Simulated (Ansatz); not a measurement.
Te (trigonal-Te type, space group P3_121)

```xyz
3
Lattice="4.5211 0.0000 0.0000 -2.2606 3.9154 0.0000 0.0000 0.0000 5.9549" Properties=species:S:1:pos:R:3 pbc="T T T"
Te     1.2122     0.0000     1.9850
Te    -0.6061     1.0498     3.9699
Te     1.6544     2.8656     0.0000
```

Scan: atom 2 (Te, nearest neighbour Te at 2.889 Å; its periodic images, 4.5 Å or more away, move with it) is displaced along Cartesian [111], direction (0.577, 0.577, 0.577) in Cartesian axes, by s. The other atoms stay.

The numbers are results of PBE (plane waves to 420 eV, PAW, scalar-relativistic; Ansatz, an electronic-structure program), not measurements. k mesh 7×7×5 (Γ-centred), Fermi-Dirac smearing 0.05 eV. The energy includes the smearing's −TS. As the smearing reaches across the gap at some points, energies and forces of such displacements shift with the k mesh and the smearing. Spin-orbit coupling is left out, though Te is heavy. Te was relaxed with its symmetry unable to fall. The PAW data are Ansatz's earlier set. The zero of ΔE is the undisplaced structure.

The scan covers s from -0.870 to 0.870 Å in 11 points.

Is the energy the same for displacements of ±0.870 Å, and if not, which side lies higher?

Not even: the positive side lies higher at ±0.870 Å. With its periodic images moving along, the atom's site symmetry in this cell is 2.

What is the force constant k = d²E/ds² of this move at s = 0?

2.57 eV/Å².

(A displaced cell: forces are minus the slopes of the energy, force constants its curvatures, and phonons follow from these.)
